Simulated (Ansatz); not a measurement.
Na3BrO:
```xyz
5
Lattice="4.5353 0.0000 0.0000 0.0000 4.5353 0.0000 0.0000 0.0000 4.5353" Properties=species:S:1:pos:R:3 pbc="T T T"
Na     0.0000     2.2676     2.2676
Na     2.2676     0.0000     2.2676
Na     2.2676     2.2676     0.0000
Br     0.0000     0.0000     0.0000
O      2.2676     2.2676     2.2676
```

Relaxed with r²SCAN. Special points in fractions of this cell's reciprocal vectors: Γ (0.000, 0.000, 0.000); X (0.000, 0.500, 0.000); M (0.500, 0.500, 0.000); R (0.500, 0.500, 0.500).

Question: List the band energies nearest the valence-band maximum at these points for plane-wave PAW r²SCAN with spin–orbit coupling (Ansatz code).

Answer: In eV from the valence-band maximum; about four levels below and three above (degenerate sets whole), none deeper than 8.9 eV; points with the same levels are listed once.

| k | below | above |
|---|---|---|
| Γ | 0.00 0.00 0.00 0.00 | 2.60 2.60 5.38 5.38 5.38 5.38 |
| X | -0.18 -0.18 -0.17 -0.17 | 4.79 4.79 5.99 5.99 |
| M | -0.28 -0.28 -0.14 -0.14 | 5.08 5.08 5.20 5.20 |
| R | -0.67 -0.67 -0.67 -0.67 | 6.60 6.60 6.61 6.61 6.61 6.61 |

Space group Pm-3m (anti-perovskite). The first step of the workflow began from a Materials Project structure, measured or hypothetical; the Crystallography Open Database copy checked does not list it. Its standing as an ambient phase is unchecked. The r²SCAN relaxation kept the symmetry of its start; its stability against distortions is not shown here.

Potentials: the later of the program's two PAW sets.
